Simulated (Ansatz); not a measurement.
Sn:
```
Sn
1.0
   -1.62116     1.62116     2.60245
    1.62116    -1.62116     2.60245
    1.62116     1.62116    -2.60245
Sn
1
Direct
  0.00000   0.00000   0.00000
```

Relaxed with r²SCAN.

**Question.** Map the electron localisation function on the plane through (0.000, 0.000, 0.000) spanned by u = [1, 0, 1] and v = [1, 0, -1] in lattice vectors, from r²SCAN in the plane-wave PAW code Ansatz.

**Answer.** x is the fraction of u, y of v (the angle between them is 90°; rows are the nearest grid lines); atoms in the plane: Sn at (0.00, 0.00), Sn at (0.50, 0.50).
```
|   :*%@@@@@%*:   |
|   -*%@@@@@%*-   |
|:-+##%@%%%@%##+-:|
|**##%%%###%%%##**|
|###%%%#***#%%%###|
|%%%##*******##%%%|
|##***##%%%##***##|
|++*##%%%%%%%##*++|
|*#%%%%#####%%%%#*|
|#%@%%#*+=+*#%%@%#|
|%@@%#*-...-*#%@@%|
|@@@%*:     :*%@@@|
|@@@%*:     :*%@@@|
|%@@%#*-...-*#%@@%|
|#%@%%#*+=+*#%%@%#|
|*#%%%%#####%%%%#*|
|++*##%%%%%%%##*++|
|##***##%%%##***##|
|%%%##*******##%%%|
|###%%%#***#%%%###|
|**##%%%###%%%##**|
|:-+##%@%%%@%##+-:|
|   -*%@@@@@%*-   |
|   :*%@@@@@%*:   |
```
Scale: ten equal steps from 0.000 (start of ' ') to 0.411 (end of '@'), in the order ' .:-=+*#%@'; x runs from 0.000 to 1.00, y from 0.000 (bottom) to 1.00 (top).

The density is the valence pseudo-density with augmentation charge, so density and ELF within about 1 Å of a nucleus are not all-electron values.

Space group I4/mmm (body-centred tetragonal). This is a known high-pressure phase of the composition, computed here at zero pressure and temperature. Symmetry was held in the r²SCAN relaxation. At this level the phase is mechanically unstable. Scalar-relativistic: spin–orbit coupling is off unless named, which matters more the heavier the elements.

Potentials: the earlier of the program's two PAW sets.
